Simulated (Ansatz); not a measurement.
Be (hcp, Mg type)

```
CELL_PARAMETERS angstrom
      4.52945     0.00000     0.00000
     -1.13236     1.96131     0.00000
      0.00000     0.00000     3.56124
ATOMIC_POSITIONS crystal
  Be 0.16667 0.66667 0.75000
  Be 0.66667 0.66667 0.75000
  Be 0.33333 0.33333 0.25000
  Be 0.83333 0.33333 0.25000
```

In this cell atom 3 (Be, nearest neighbour Be at 2.209 Å; its periodic images, 2.3 Å or more away, move with it) is moved by u·(1.000, 0.000, 0.000) + v·(0.000, 0.000, 1.000); the rest is frozen.

Calculation: PBE (plane waves to 420 eV, PAW, scalar-relativistic; Ansatz, an electronic-structure program). k mesh 19×19×11 (Γ-centred), Fermi-Dirac smearing 0.05 eV. E stands for the smeared free energy. With partly filled bands, energies and forces of such displacements shift with the k mesh and the smearing. Fu and Fv are the components of the force on the atom. Be was relaxed with its symmetry unable to fall. The zero of ΔE is the undisplaced structure. Axes are in Å.

ΔE (meV/cell), with u across and v down:

```tsv
v \ u	-0.550	-0.275	0.000	0.275	0.550
-0.550	2957	1819	1462	1862	3067
-0.275	1631	621	327	636	1691
0.000	1290	286	0	290	1330
0.275	1631	621	327	636	1691
0.550	2957	1819	1462	1862	3067
```

Fv (eV/Å), with u across and v down:

```tsv
v \ u	-0.550	-0.275	0.000	0.275	0.550
-0.550	7.43	6.44	6.01	6.55	7.62
-0.275	2.67	2.56	2.48	2.64	2.83
0.000	0.00	0.00	0.00	0.00	0.00
0.275	-2.67	-2.56	-2.48	-2.64	-2.83
0.550	-7.43	-6.44	-6.01	-6.55	-7.62
```

Key numbers:

```
Property                                                                                                                                     Value
-----------------------------------------------------------------------------  -------------------------------------------------------------------
Principal force constants in the plane (five-point differences of the forces)                                                    7.2 and 8.4 eV/Å²
Centre of the map                                                                                                                        a minimum
Lowest place on the grid                                                                                     u = 0.000 Å, v = 0.000 Å (0 meV/cell)
Highest place on the grid, met at several equal points                         u = 0.550 Å, v = -0.550 Å; u = 0.550 Å, v = 0.550 Å (3067 meV/cell)
```

(For displaced atoms, the force is minus the slope of the energy, and its curvature is a force constant, which sets phonon frequencies.)
